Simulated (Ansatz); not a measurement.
Data sheet: ScAg₄ (DFT)

ScAg4:
Space group I4/m (No. 87); a = b = 6.6059 Å, c = 4.0659 Å, α = β = γ = 90.00°

```
atom  site  symmetry       x       y       z
----  ----  --------  ------  ------  ------
Sc      2a     4/m..  0.0000  0.0000  0.0000
Ag      8h       m..  0.1996  0.4003  0.0000
```
(The calculation used a cell of 5 atoms; values per cell refer to that cell.)

Space group I4/m (No. 87); conventional cell a = 6.606 Å, b = 6.606 Å, c = 4.066 Å, α = 90.00°, β = 90.00°, γ = 90.00°.

Method: plane-wave PAW r²SCAN (Ansatz code). The cell and atoms are relaxed at this level. Other levels are named where they apply.

Cell and energy:

- Volume per atom: 17.74 Å³
- Density: 8.92 g/cm³
- Formation energy from the elements (no fitted shifts): -0.20 eV/atom

Electronic structure:

Electronic character: metallic (no gap)
Density of states at the Fermi level: 0.36 states/eV per atom (mean over ±0.08 eV)

The workflow started from a Materials Project entry (that database holds measured and hypothetical structures alike); the Crystallography Open Database files this formula in space group No. 87, but the cells were not matched. Its standing as an ambient phase is unchecked. The r²SCAN relaxation kept the symmetry of its start; whether a distortion lowers the energy is not shown. No spin polarisation was allowed. Axis ratios of metals converge slowly with the k-mesh, so a and c are less sure than the volume. The references are the lowest solids computed at this level, not always the standard phases. Scalar-relativistic: spin–orbit coupling is off unless named, which matters more the heavier the elements.

Potentials: the later of the program's two PAW sets.
